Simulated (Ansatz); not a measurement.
A relaxation computed with Ansatz, from input to last step.

```yaml
crystal:
  lattice:
    - [2.6304499411, 0.0, 0.0]
    - [-1.3152249706, 2.2780364724, 0.0]
    - [0.0, 0.0, 5.1496696873]
  atoms:
    - { symbol: Zn, position: [0.3333333333, 0.6666666667, 0.25] }
    - { symbol: Zn, position: [0.6666666667, 0.3333333333, 0.75] }
basis:
  ecutwfc: 500
kpoints:
  mp_grid: { grid: [18, 18, 8] }
hamiltonian:
  xc: r2scan
scf:
  occupations: { method: gaussian, width: 0.1 }
output:
  forces: true
  stress: true
  eigenvalues: true
relax:
  adjacent_minimum: "off"
  f_tol: 0.01
  max_steps: 30
  cell: { stress_tol: 0.1, fix: [volume] }
```

```bash
ansatz run input.yaml --threads 1 --pin off --max-ram 2560MiB --backend cpu --events-out ev --progress --plain --runs-dir out
```

Computed with DFT r2SCAN, scalar-relativistic, plane waves, PAW in Ansatz 0.2.0.

The volume is held at 1.06 times that of the relaxed cell.

Of 5 frames 4 are shown, positions in Å and forces in eV/Å; the SCF threshold varies from step to step. Steps run on the plane waves of an earlier cell, with a Pulay correction in the pressure. The basis is chosen afresh for the last frame, the zero of the energies, and at times for earlier ones too; energy and pressure can step there, also at an unchanged geometry. Where two frames share a geometry here, they differ by under 2 meV/atom and 0.3 GPa.

```xyz
2
Lattice="2.6305 0.0000 0.0000 -1.3152 2.2780 0.0000 0.0000 0.0000 5.1497" Properties=species:S:1:pos:R:3:forces:R:3 pbc="T T T" step=1 free_energy_over_end_meV_per_atom=0.68 pressure_GPa=-4.04
Zn    0.0000    1.5187    1.2874    0.0000    0.0000    0.0000
Zn    1.3152    0.7593    3.8623    0.0000    0.0000    0.0000
2
Lattice="2.6241 0.0000 0.0000 -1.3120 2.2725 0.0000 0.0000 0.0000 5.1748" Properties=species:S:1:pos:R:3:forces:R:3 pbc="T T T" step=2 free_energy_over_end_meV_per_atom=0.19 pressure_GPa=-3.80
Zn    0.0000    1.5150    1.2937    0.0000    0.0000    0.0000
Zn    1.3120    0.7575    3.8811    0.0000    0.0000    0.0000
2
Lattice="2.6184 0.0000 0.0000 -1.3092 2.2676 0.0000 0.0000 0.0000 5.1974" Properties=species:S:1:pos:R:3:forces:R:3 pbc="T T T" step=3 free_energy_over_end_meV_per_atom=0.02 pressure_GPa=-3.57
Zn    0.0000    1.5117    1.2993    0.0000    0.0000    0.0000
Zn    1.3092    0.7559    3.8980    0.0000    0.0000    0.0000
2
Lattice="2.6166 0.0000 0.0000 -1.3083 2.2660 0.0000 0.0000 0.0000 5.2044" Properties=species:S:1:pos:R:3:forces:R:3 pbc="T T T" step=5 free_energy_over_end_meV_per_atom=0.00 pressure_GPa=-3.50
Zn    0.0000    1.5107    1.3011    0.0000    0.0000    0.0000
Zn    1.3083    0.7553    3.9033    0.0000    0.0000    0.0000
```

It took 62 s on 1 thread of Arm Neoverse V1, on a shared host, peak memory 0.46 GiB.